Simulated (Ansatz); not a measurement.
# Structure relaxation, Cr₂N

The start is a generated cell, Cr2N built in the AFLOW prototype AB2_oP6_58_a_g (C18, as in FeS2). A full variable-cell relaxation at zero pressure is run with PBEsol (plane waves to 420 eV, PAW, scalar-relativistic; Ansatz, a first-principles code). The first steps use a coarse 6×5×8 k-mesh.

Initial structure:
```
CELL_PARAMETERS angstrom
      3.94366     0.00000     0.00000
      0.00000     4.81320     0.00000
      0.00000     0.00000     3.00473
ATOMIC_POSITIONS crystal
  N  0.00000 0.00000 0.00000
  N  0.50000 0.50000 0.50000
  Cr 0.20040 0.37870 0.00000
  Cr 0.70040 0.12130 0.50000
  Cr 0.29960 0.87870 0.50000
  Cr 0.79960 0.62130 0.00000
```
Spin-polarised start, with parallel moments on Cr.

**Question.** How does the volume change?

**Answer.** -2.4 %, from 9.51 to 9.28 Å³/atom.

**Question.** What band gap does the relaxed structure have at this level?

**Answer.** Zero (metallic).

**Question.** Write out the relaxed structure.

**Answer.** 
```cif
data_Cr4N2
_chemical_formula_sum 'N2 Cr4'
_space_group_name_H-M_alt 'Pnnm'
_space_group_IT_number 58
_space_group_name_Hall '-P 2 2n'
_cell_length_a 4.33443
_cell_length_b 4.69878
_cell_length_c 2.73324
_cell_angle_alpha 90.000
_cell_angle_beta 90.000
_cell_angle_gamma 90.000
loop_
_atom_site_label
_atom_site_type_symbol
_atom_site_symmetry_multiplicity
_atom_site_Wyckoff_symbol
_atom_site_fract_x
_atom_site_fract_y
_atom_site_fract_z
_atom_site_occupancy
N1 N 2 a 0.00000 0.00000 0.00000 1
Cr1 Cr 4 g 0.24311 0.33626 0.00000 1
```

The space group stays Pnnm (No. 58) (the run could not lower it); the end is AFLOW prototype AB2_oP6_58_a_g (as in Fe2C), with 6 atoms in the primitive cell. Final values are on a 11×10×17 k-mesh of the relaxed cell. The start holds a very short contact (Cr–Cr 1.97 Å). No spin polarisation in the result: the starting moments vanished. A magnetic state may lie lower.

The run could not lose the symmetry of its start; a randomly shaken copy of 12 atoms returns to this structure.

The relaxed structure here is a generated cell of Cr2N: the first start was made by placing the elements on the sites of a structure type, and the end was not matched to a known phase here, so it may be hypothetical.
